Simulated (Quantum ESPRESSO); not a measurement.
## ZnCa2MgO4 (a curve over strain)

A calculation, not a measurement. The program is pw.x of Quantum ESPRESSO 7.5 (plane-wave density functional theory). The cell is made up: 8 atoms on a rocksalt lattice, with randomly drawn elements, strain and displacements, not relaxed. PseudoDojo standard norm-conserving files (v0.5 for PBE, v0.4.1 for LDA and PBEsol) set the functional; there is no spin polarisation, spin-orbit coupling or dispersion term, and the masses in the input are unused placeholders.

Seven runs add a strain to one cell (shear xy, as the tensor component); the atoms follow the cell and are not relaxed. Stress in the table is positive in tension.

Input of the run at -0.0057:

```
&control calculation='scf', pseudo_dir='./dojo.nc.sr.pbe.v0_5.standard.upf', outdir='./o', disk_io='medium', tprnfor=.true., tstress=.true. /
&system ibrav=0, nat=8, ntyp=4, nbnd=43, ecutwfc=84.00895049, nosym=.true., tot_charge=0,
 occupations='smearing', smearing='fd', degauss=0.0018374661
/
&electrons conv_thr=7.350e-09, electron_maxstep=60, /
ATOMIC_SPECIES
Ca 1.0 Ca.upf
Mg 1.0 Mg.upf
O 1.0 O.upf
Zn 1.0 Zn.upf
CELL_PARAMETERS angstrom
4.5111 -0.0542 0.0211
-0.0537 4.4207 0.0214
0.021 0.0213 4.4773
ATOMIC_POSITIONS angstrom
Zn 0.034 -0.0045 0.0493
Ca -0.0508 2.2087 2.3101
Ca 2.2382 0.0124 2.2454
Mg 2.1379 2.2163 0.0157
O 2.2946 -0.0501 0.0852
O 2.2363 2.1421 2.2255
O 4.5069 -0.0523 2.3008
O 4.4941 2.1758 0.0324
K_POINTS automatic
4 4 4 1 1 1
```

```
added strain  free energy less that of the input shown (eV)  stress xx (GPa)  stress yy (GPa)  stress zz (GPa)  stress xy (GPa)  pressure (GPa)  iterations
     -0.0249                                         0.0822           -11.09           -16.27           -11.95            -5.24           13.10          12
     -0.0190                                         0.0492           -11.03           -16.23           -12.06            -4.24           13.11          11
     -0.0140                                         0.0266           -10.98           -16.20           -12.14            -3.40           13.11          12
     -0.0077                                         0.0053           -10.95           -16.18           -12.22            -2.35           13.11          12
     -0.0057                                         0.0000           -10.94           -16.16           -12.23            -2.02           13.11          12
     +0.0146                                        -0.0059           -10.97           -16.18           -12.28             1.36           13.14          12
     +0.0207                                         0.0084           -11.01           -16.21           -12.25             2.37           13.16          12
```

A cubic fit gives a slope of stress xy against the added strain of 166 GPa at zero added strain, with the atoms clamped. Across the table the free energy follows the integral of the stress to within 0.3 meV. A rerun of one of the cells at 1437 eV and a 6 x 6 x 6 mesh moved values by no more than 0.002 eV in energy, 0.04 GPa in stress and 0.007 eV/Å in force.